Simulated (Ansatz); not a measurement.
Relaxed Cu (fcc, Cu type):

```yaml
crystal:
  lattice:
    - [3.56339, 0.00000, 0.00000]
    - [0.00000, 3.56339, 0.00000]
    - [0.00000, 0.00000, 3.56339]
  atoms:
    - { symbol: Cu, position: [0.00000, 0.00000, 0.00000] }
    - { symbol: Cu, position: [0.50000, 0.50000, 0.00000] }
    - { symbol: Cu, position: [0.50000, 0.00000, 0.50000] }
    - { symbol: Cu, position: [0.00000, 0.50000, 0.50000] }
```

Scan: atom 4 (Cu, nearest neighbour Cu at 2.520 Å; its periodic images, 3.6 Å or more away, move with it) is displaced towards the nearest neighbour, direction (0.707, -0.707, 0.000) in Cartesian axes, by s. The other atoms stay.

These are PBEsol (plane waves to 420 eV, PAW, scalar-relativistic; Ansatz, a quantum-chemistry and plane-wave program) values and carry that method's errors. k mesh 11×11×11 (Γ-centred), Fermi-Dirac smearing 0.05 eV. E stands for the smeared free energy. Left out: 4 of 11 points, with atoms too close for the PAW data. With partly filled bands, energies and forces of such displacements shift with the k mesh and the smearing. Cu is run without spin polarisation. Cu was relaxed with its symmetry unable to fall. The PAW data are Ansatz's earlier set. The zero of ΔE is the undisplaced structure. The last digit holds for this mesh only.

| s (Å) | ΔE (meV/cell) |
|---|---|
| -0.456 | 963.0 |
| -0.304 | 386.4 |
| -0.152 | 91.0 |
| 0.000 | 0.0 |
| 0.152 | 91.0 |
| 0.304 | 386.4 |
| 0.456 | 963.0 |

What force constant k = d²E/ds² at s = 0 does the table give?

7.7 eV/Å². It is the second difference of the nearest points, corrected with the next pair.

With k = 7.70 eV/Å² from the forces, is the well harmonic out to s = 0.456 Å?

½ks² = 800 meV/cell against the computed 963 meV/cell, so the well is stiffer than harmonic there.

(A displaced cell: forces are minus the slopes of the energy, force constants its curvatures, and phonons follow from these.)
